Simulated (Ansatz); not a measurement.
TiN (rock salt)

```
TiN
1.0
    0.00000     2.10193     2.10193
    2.10193     0.00000     2.10193
    2.10193     2.10193     0.00000
N Ti
1 1
Direct
  0.00000   0.00000   0.00000
  0.50000   0.50000   0.50000
```

The slice is a {111} plane (indices of the conventional cell) through the point (0.500, 0.500, 0.500) (fractional), spanned by u = [100] and v = [-1 2 0] in vectors of this cell: u (2.97 Å) and v (5.15 Å, at 90° to u). It covers one period; positions are fractions (u, v).

Computed with PBEsol (plane waves to 420 eV, PAW, scalar-relativistic; Ansatz, a first-principles code). k mesh 19×19×19. These are valence fields of a PAW run, semicore shells included where kept as valence: close to a nucleus they are smooth pseudo fields. The PAW data are Ansatz's earlier set. TiN is run without spin polarisation. TiN was relaxed with its symmetry unable to fall.

Task: Sketch the electron localisation function (ELF) on this plane as a map.

Result: 
```
|xxxx99995500000011000011559999xx|
|xx999988330000112211000033889999|
|99998855110000223322000011558899|
|66553311000011334433110000113355|
|11110000001122334433221100000011|
|00000000001122223322221100000000|
|11111111111111111111111111111111|
|33222211000000000000000000112222|
|44332211000000111111000000112233|
|44331100001133556655331100001133|
|33220000115588999999885511000022|
|2211000033889999xx99998833000011|
|11000000559999xxxxxx999955110000|
|110000116699xxxxxxxxxx9966110000|
|11000011559999xxxxxx999955000000|
|2211000033889999xx99998833000011|
|33220000115588999999885511000022|
|44331100001133556655331100001133|
|44332211000000111111000000112233|
|33222211000000000000000000112222|
|11111111111111111111111111111111|
|00000000001122223322221100000000|
|11110000001122334433221100000011|
|66553311000011334433110000113355|
|99998855110000223322000011558899|
|xx999988330000112211000033889999|
|xxxx99995511000011000000559999xx|
|xxxxxx9966110000110000116699xxxx|
```
Scale: ten equal steps from 0.09 (start of '0') to 0.74 (end of '9'), in the order '0123456789'. Values: electron localisation function (ELF). The map has 16 points along u (two characters each, u = 0 at the left) and 28 along v (v = 0 in the bottom row). Points within 0.4 Å of a nucleus are blanked (x), as the pseudised field means little there.
